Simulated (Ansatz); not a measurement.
TiTe$_{2}$ (CdI2 type)

```
TiTe2
1.0
    3.69732     0.00000     0.00000
   -1.84866     3.20197     0.00000
    0.00000     0.00000     6.38398
Ti Te
1 2
Direct
  0.00000   0.00000   0.00000
  0.33333   0.66667   0.27110
  0.66667   0.33333   0.72890
```

The slice is a (1 -1 0 0) plane (indices of the conventional cell) through the point (0.000, 0.000, 0.000) (fractional), spanned by u = [110] and v = [001] in vectors of this cell: u (3.70 Å) and v (6.38 Å, at 90° to u). It covers one period; positions are fractions (u, v).

Computed with PBE-D3(BJ) (plane waves to 420 eV, PAW, scalar-relativistic; Ansatz, a first-principles code). k mesh 15×15×8. Near the nuclei the fields are pseudised (PAW); where an atom keeps semicore shells as valence, they peak there. Spin-orbit coupling is left out, though Te is heavy. TiTe2 is run without spin polarisation. TiTe2 was relaxed with its symmetry unable to fall.

Three fields on this plane, each scaled to ten steps between its own extremes (0 low, 9 high; the total valence density on a logarithmic scale, the potential cut 8 eV below its top; x marks points blanked near nuclei; v = 0 in the bottom row):

Map A
```
|xxxx0367630xxx|
|xxxx0466640xxx|
|xxx024444420xx|
|00033321233300|
|44553100013554|
|77753000003577|
|88763000003678|
|99874100014789|
|99986421246899|
|99987655567899|
|99998877788999|
|99999888889999|
|99998877788999|
|99987655567899|
|99986421246899|
|99874100014789|
|88763000003678|
|77753000003577|
|44553100013554|
|00033321233300|
|xxx024444420xx|
|xxxx0466640xxx|
|xxxx0367630xxx|
|xxxx0367630xxx|
```

Map B
```
|xxxx1245421xxx|
|xxxx2577752xxx|
|xxx258999852xx|
|00148999998410|
|11379988899731|
|22589988899852|
|22479988899742|
|11368998998631|
|01247999997421|
|00124678764210|
|00012334332100|
|00001122211000|
|00012334332100|
|00124678764210|
|01247999997421|
|11368998998631|
|22479988899742|
|22589988899852|
|11379988899731|
|00148999998410|
|xxx258999852xx|
|xxxx2577752xxx|
|xxxx1245421xxx|
|xxxx1134311xxx|
```

Map C
```
|xxxx7666667xxx|
|xxxx7766677xxx|
|xxx877777778xx|
|77778888888777|
|66678899988766|
|55678999998765|
|44568899988654|
|34467899987644|
|22356788876532|
|11235667665321|
|00123455543210|
|00123455543210|
|00123455543210|
|11235667665321|
|22356788876532|
|34467899987644|
|44568899988654|
|55678999998765|
|66678899988766|
|77778888888777|
|xxx877777778xx|
|xxxx7766677xxx|
|xxxx7666667xxx|
|xxxx7655567xxx|
```

Assign the maps to these fields: electron localisation function (ELF); valence electron density; electrostatic potential energy of an electron, from the cell's mean.

A is the electrostatic potential energy of an electron, from the cell's mean; B is the electron localisation function (ELF); C is the valence electron density.
